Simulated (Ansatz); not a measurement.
Al3Ni2:
```yaml
crystal:
  lattice:
    - [4.00525, 0.00000, 0.00000]
    - [-2.00262, 3.46864, 0.00000]
    - [0.00000, 0.00000, 4.85497]
  atoms:
    - { symbol: Al, position: [0.00000, 0.00000, 0.00000] }
    - { symbol: Al, position: [0.33333, 0.66667, 0.64767] }
    - { symbol: Al, position: [0.66667, 0.33333, 0.35233] }
    - { symbol: Ni, position: [0.33333, 0.66667, 0.14562] }
    - { symbol: Ni, position: [0.66667, 0.33333, 0.85438] }
```

Relaxed with PBEsol. Special points in fractions of this cell's reciprocal vectors: Γ (0.000, 0.000, 0.000); M (0.500, 0.000, 0.000); K (0.333, 0.333, 0.000); A (0.000, 0.000, 0.500); L (0.500, 0.000, 0.500); H (0.333, 0.333, 0.500).

### Question
List the band energies nearest the Fermi level at these points for PBEsol (plane waves, PAW; program Ansatz).

### Answer
In eV from the Fermi level; about four levels below and three above (degenerate sets whole), none deeper than 8.9 eV; points with the same levels are listed once.

| k | below | above |
|---|---|---|
| Γ | -1.74 -1.67 -1.67 -1.29 | 1.25 1.25 3.15 3.15 |
| M | -1.84 -1.55 -1.53 -1.26 | 1.37 2.09 2.21 |
| K | -1.88 -1.88 -1.86 -0.83 -0.83 | 1.26 2.46 2.46 |
| A | -1.78 -1.78 -1.77 -1.77 | 2.73 2.73 2.83 2.83 |
| L | -1.75 -1.72 -1.05 -0.34 | 1.55 2.11 3.24 |
| H | -1.64 -1.37 -1.37 -0.12 | 5.90 6.75 6.75 |

Space group P-3m1 (La2O3 or Ni2Al3 type). The workflow started from a Materials Project entry (that database holds measured and hypothetical structures alike); the Crystallography Open Database copy checked does not list it. Whether it is the stable phase at ambient conditions was not checked. The cell was relaxed with PBEsol under the symmetry of its start; of distortions, only those at the zone centre were tested. The run is not spin-polarised.

Potentials: the later of the program's two PAW sets.
